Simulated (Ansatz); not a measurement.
The calculation used DFT PBE, scalar-relativistic, plane waves, PAW (Ansatz 0.2.0). All cells share a 420 eV cutoff and Γ-centred k meshes spaced at most about 0.3 Å⁻¹ (about 0.25 or finer for metals, 2π included). No spin polarisation in the final relaxations.

All energies are static (0 K, no zero-point motion).

Two relaxed structures of SiW2:

A. Space group P6/mmm (No. 191), hexagonal, a = 2.779 Å, c = 7.651 Å. Around Si lie 2 W at 2.53 Å and 6 Si at 2.78 Å; around W lie 1 Si at 2.53 Å, 1 W at 2.59 Å and 6 W at 2.78 Å.

B. Space group P6/mmm (No. 191), hexagonal, a = 4.553 Å, c = 2.645 Å. Around Si lie 2 Si at 2.64 Å and 12 W at 2.94 Å; W is surrounded by 5 W at 2.63–2.64 Å and 6 Si at 2.94 Å.

Task: Which would you expect to be lower, and how large is the difference?

Result: B is lower, by 247 meV/atom. A has space group P6/mmm (No. 191), 17.1 Å³/atom and no gap on its mesh; B has space group P6/mmm (No. 191), 15.8 Å³/atom and no gap. Counting Si atoms around W (those within 1.25 times the shortest such distance or 1.15 times the sum of covalent radii), A has W 1 and B has W 6. The denser one is the lower, and pressure would at first widen the difference. Even the lower one lies +0.78 eV/atom against the reference forms of the elements (uncorrected), so neither is stable at this level. Both come from invented guesses. A third cell relaxed alike, in Pmmn, lies 0.82 eV/atom below the lower of the two.

Spin–orbit coupling, which can matter for W, is left out. Cells relaxed within their symmetry can be saddle points; a later kick test found a lower structure for SiW2 P6/mmm.
